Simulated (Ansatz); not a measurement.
SrCl$_{2}$ (fluorite, space group No. 225) at seven volumes, PBEsol (plane waves, PAW; program Ansatz), scaled uniformly. One row is withheld.

| V (Å³/atom) | P (GPa) |
|---|---|
| 24.998 | 4.45 |
| 25.822 | 2.71 |
| 26.646 | ? |
| 27.470 | 0.00 |
| 28.295 | -1.05 |
| 29.119 | -1.94 |
| 29.943 | -2.70 |

### Question
Fit the shown pressures and predict the withheld one.

### Answer
P = (3/2)B₀(x^(7/2) − x^(5/2))[1 + (3/4)(B′ − 4)(x − 1)] with x = (V₀/V)^(2/3). Least squares on the six rows gives V₀ = 27.471 Å³/atom, B₀ = 38.0 GPa, B′ = 4.54. At V = 26.646, x = 1.0205 and P = 1.24 GPa. The run itself gave 1.24 GPa.

Space group Fm-3m (fluorite). Symmetry was held in the PBEsol relaxation.

Potentials: the later of the program's two PAW sets.
